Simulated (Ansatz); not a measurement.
**Computed properties of HfO$_{2}$**

HfO2:
```
CELL_PARAMETERS angstrom
      5.22824     0.00000     0.00000
      0.00000     5.01722     0.00000
      0.00000     0.00000     5.04153
ATOMIC_POSITIONS crystal
  Hf 0.03290 0.26756 0.24230
  Hf 0.96710 0.73244 0.74230
  Hf 0.46710 0.26756 0.74230
  Hf 0.53290 0.73244 0.24230
  O  0.36799 0.07173 0.37991
  O  0.63201 0.92827 0.87991
  O  0.13201 0.07173 0.87991
  O  0.86799 0.92827 0.37991
  O  0.73402 0.45967 0.49079
  O  0.26598 0.54033 0.99079
  O  0.76598 0.45967 0.99079
  O  0.23402 0.54033 0.49079
```

Space group Pca2_1 (No. 29); conventional cell a = 5.2282 Å, b = 5.0172 Å, c = 5.0415 Å, α = 90.00°, β = 90.00°, γ = 90.00°.

Method: DFT-PBEsol in the program Ansatz with PAW potentials. Geometry: relaxed at this level of theory. Other levels are named where they apply.

**Cell and energy**

```json
{
 "volume_per_atom": "11.02 Å³",
 "density": "10.57 g/cm³",
 "Formation energy from the elements (no fitted shifts)": "-3502 meV/atom"
}
```

**Electronic structure**

```json
{
  "band_gap": "4.34 eV (indirect)",
  "valence_band_maximum": "on the Y–Γ line, 96 % of the way from Y (k = 0.000, -0.021, 0.000 in fractions of the reciprocal vectors)",
  "conduction_band_minimum": "off the standard path, at k = (0.266, -0.500, 0.354) in fractions of the reciprocal vectors",
  "smallest_direct_gap_on_the_standard_path": "4.56 eV",
  "electron_effective_mass": "1.3, 1.7, 5.1 mₑ (principal values)",
  "hole_effective_mass": "1.0, 1.9, 17 mₑ (principal values)",
  "HSE06 gap on the PBEsol cell": "6.10 eV",
  "Gap with spin–orbit coupling": "4.29 eV"
}
```

**Mechanics**

```json
{
 "Elastic constants (relaxed ions, GPa)": "C11 = 396, C22 = 400, C33 = 390, C12 = 155, C13 = 119, C23 = 132, C44 = 91.7, C55 = 93.1, C66 = 135",
 "mechanical_stability": "stable (all eigenvalues of C positive)",
 "hill_bulk_and_shear_moduli": "222 and 114 GPa",
 "Young's modulus": "292 GPa",
 "Poisson's ratio": "0.28",
 "debye_temperature_from_the_elastic_constants": "490 K",
 "Piezoelectric stress constants (proper, relaxed ions, C/m²)": "e15 = -0.23, e24 = 0.67, e31 = -1.53, e32 = -1.40, e33 = -1.33"
}
```

**Dielectric response**

```json
{
  "Electronic dielectric constant ε∞ (DFPT)": "5.05 (xx), 5.30 (yy), 5.05 (zz)",
  "Born charges (a third of the trace)": "Hf +5.23, O -2.65 to -2.58 e",
  "Largest static χ(2) component": "16 pm/V"
}
```

Symmetry was held in the PBEsol relaxation. The run is not spin-polarised. Signs of piezoelectric constants follow the polarity of the cell as given. The references are the lowest solids computed at this level, not always the standard phases (solids in place of the gases). Spin–orbit coupling is left out wherever it is not named.

Potentials: the later of the program's two PAW sets.
